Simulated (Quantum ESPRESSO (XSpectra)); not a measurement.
**The core hole at the O K edge of In2Ge2O7 (C2/m)**

```xyz
11
Lattice="3.3508 -4.4182 0.0000 3.3508 4.4182 0.0000 -1.0647 0.0000 4.8381" Properties=species:S:1:pos:R:3 pbc="T T T"
In     3.3508     1.7053     0.0000
In     3.3508    -1.7053     0.0000
Ge     4.5016     0.0000     2.8682
Ge     1.1354     0.0000     1.9699
O      1.3817    -1.4630     1.0241
O      4.2553     1.4630     3.8140
O      4.2553    -1.4630     3.8140
O      1.3817     1.4630     1.0241
O     -0.5323     0.0000     2.4190
O      1.9723     0.0000     3.5150
O      3.6646     0.0000     1.3231
```

Geometry: Materials Project entry mp-5280 (a computed structure). The cell is the entry's, not relaxed again.

Absorber: atom 5, O on Wyckoff site j (site symmetry 1), with 1 Ge at 1.76 Å, 1 In at 2.13 Å.

All values are from Quantum ESPRESSO (XSpectra) (LDA, no, half or full core hole, dipole K-edge X-ray absorption, plane waves, Troullier-Martins potentials made with ld1.x and PseudoDojo potentials for the other elements (Perdew-Zunger form enforced), scalar-relativistic, no spin, constant broadening).

Full-hole run: 33-atom cell (absorber images 7.4 Å apart), 70 Ry, k meshes 2×2×2 (SCF) and 3×3×3 (spectrum), Lorentzian half width 0.5 eV. The ground-state test found a gap, so occupations are fixed and the excited electron is left out (charged cell on a uniform background); energies count from the highest occupied level. Field directions run: x; y; z, weighted by the site's symmetry in the crystal. Intensities are scaled to a mean of 1 over 0–35 eV.

The half-hole run shares these settings; the run without a hole takes the primitive cell with a 4×4×5 mesh.

```tsv
core hole	mean 0–10 eV	mean 10–20 eV	mean 20–30 eV	highest value below 30 eV
none (primitive cell)	0.98	1.20	0.86	2.2
half	1.13	1.02	0.88	2.0
full	1.23	0.88	0.91	2.3
```

From no hole to a full hole the mean over the first 10 eV goes from 0.98 through 1.13 to 1.23: the hole pulls absorption towards the edge. The cell size was not varied. Each run counts from its own energy zero.
